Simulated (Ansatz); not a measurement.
Ansatz (a first-principles code) input:

Ansatz 0.2 input:
```yaml
crystal:
  lattice:
    - [-1.6008078385, 1.6008078385, 3.9093255124]
    - [1.6008078385, -1.6008078385, 3.9093255124]
    - [1.6008078385, 1.6008078385, -3.9093255124]
  atoms:
    - { symbol: Mo, position: [0.0, 0.0, 0.0] }
    - { symbol: Si, position: [0.3352741741, 0.3352741741, 0.0] }
    - { symbol: Si, position: [0.6647258259, 0.6647258259, 0.0] }
kpoints:
  mp_grid: { grid: [18, 18, 18] }
hamiltonian:
  xc: r2scan
  pseudopotentials: { kind: paw }
scf:
  occupations: { method: gaussian, width: 0.05 }
checkpoint: { read: metal.run }
output: { write_density: true, elf: true, volumetric_format: npy }
```

Output (shortened):

```
Pseudopotential: Mo, paw, valence charge 14
Pseudopotential: Si, paw, valence charge 4
Functional definition: r2SCAN
Crystal: 3 atoms, lattice volume = 40.072 Å³
Basis set: ecut = 500 eV, 1023 PW (Γ), exchange–correlation on 144×144×144 points (64 copies of the dense FFT grid, shifted against one another)
Bands: 19, of which v1, the nominal top of the filled ones, is band 11 counted from 1 (10 counted from 0)
Symmetry: 16 space group operations
Space group: I4/mmm (ITA 139), of the structure as read, at distance tolerance 3.4e-5 Å
k-points: 480 of 5832
Stability of the state it starts from, as read at its close in the unpolarized treatment …
iter 1 solved again at ethr=5.69e-8 eV; its pass at ethr=3.10e-3 eV (dr2=1.25e-5 eV) is discarded
SCF iter   1: F=—  HF=-6247.144431 eV  |F-HF|=—  |Δ(HF+E_count)|=         —  Δρ=4.56e-7  dr2=4.99e-11  dr2_τ=2.32e-11  ethr=5.69e-8  ⟨swp⟩=3.3  Hψ=74256  notcnv=0
preconditioner: auto → Kerker (q_TF=auto, 2.469 Å⁻¹)
SCF iter   2: F=-6247.144431 eV  HF=-6247.144431 eV  |F-HF|=3.64e-12  |Δ(HF+E_count)|=   3.17e-8  Δρ=1.65e-7  dr2=6.41e-12  dr2_τ=1.14e-11  ethr=1.00e-12  ⟨swp⟩=5.7  Hψ=34228  notcnv=0
SCF 1 converged in 2 iterations: F = -6247.144431 eV  dr2 = 6.41e-12
SCF converged after 2 iterations
Free energy (F): -6247.144431 eV
Harris-Foulkes:  -6247.144431 eV  (|F-HF|=3.64e-12)
Internal energy: -6247.144087 eV  (E = F + TS)
E sigma→0 (E₀):  -6247.144259 eV
Entropy (-TS):   -0.000344 eV (-0.115 meV/atom)
Fermi energy:    16.023356 eV
--- Per-component energies (eV) ---
  E_band       = -60.147261
  E_kinetic    = 530.740478
  E_local      = -1142.819161  (includes V_loc(G=0)·N_el)
  E_nonlocal   = 190.131242
  E_hartree    = 426.609591
  E_xc         = -286.078598
  E_vxc        = -363.278065  (∫ρ·V_xc dr)
  E_paw        = -4256.261618  (= ΣΔE_a)
  E_vpaw       = -149.720068  (= ΣTr[D̂ρ^β])
  E_aug_tail   = 0.000015  (compensation charges beyond the density's cutoff)
  E_vtau       = 21.579175  (kinetic-family band-sum trace: ∫τ·v_τ [+ j·A + Jᵃ·Aᵃ] dr)
  E_ewald      = -1709.091967
  E_core_change = -0.374070  (= ΣΔE_core)
  E_smearing   = -0.000344  (= −TS)
  E_closure    =  0.000000  (closes the sum)
  Σ components = -6247.144431   (vs F -6247.144431, Δ=0.00e0)
  [band-id]    e_kinetic+e_local+e_nonlocal+2·e_hartree+e_vxc+e_vpaw+e_augmentation_tail+e_vtau = -60.147202   (vs E_band -60.147261, Δ=5.98e-5)
--- Band table (eV; the first three rows and the last of 480) ---
  k-point 0: bands = ["-46.6027", "-20.0288", "-19.9400", "-19.9400", "1.8430", "9.2629", "12.5744", "12.9189", "13.2295", "13.2295", "16.3810", "19.4344", "19.5159", "19.7071", "19.7071", "20.4622", "21.4735", "21.4735", "27.3673"]
  k-point 1: bands = ["-46.6015", "-20.0271", "-19.9484", "-19.9470", "1.9448", "9.3528", "12.1336", "12.9415", "12.9673", "13.7007", "15.9880", "19.1627", "19.6059", "19.6387", "19.7634", "20.6857", "21.6815", "21.9825", "27.7612"]
  k-point 2: bands = ["-46.5979", "-20.0222", "-19.9721", "-19.9674", "2.2458", "9.6033", "11.5650", "12.3329", "13.0136", "14.2923", "15.0575", "18.6771", "19.5626", "19.8992", "19.9446", "20.9611", "22.4613", "22.9489", "26.5450"]
  k-point 479: bands = ["-46.6019", "-20.0580", "-19.9420", "-19.9420", "3.8935", "5.3308", "12.3933", "13.7735", "15.4233", "15.4233", "15.4770", "15.4770", "16.5262", "21.2011", "21.8515", "22.5471", "24.7138", "25.4063", "25.4063"]
```

Cost: around 21 core-seconds (rough) on shared cores.

The r²SCAN relaxation kept the symmetry of its start. No spin polarisation was allowed. Spin–orbit coupling is left out wherever it is not named.

Potentials: the later of the program's two PAW sets.

Ansatz is a plane-wave DFT program.
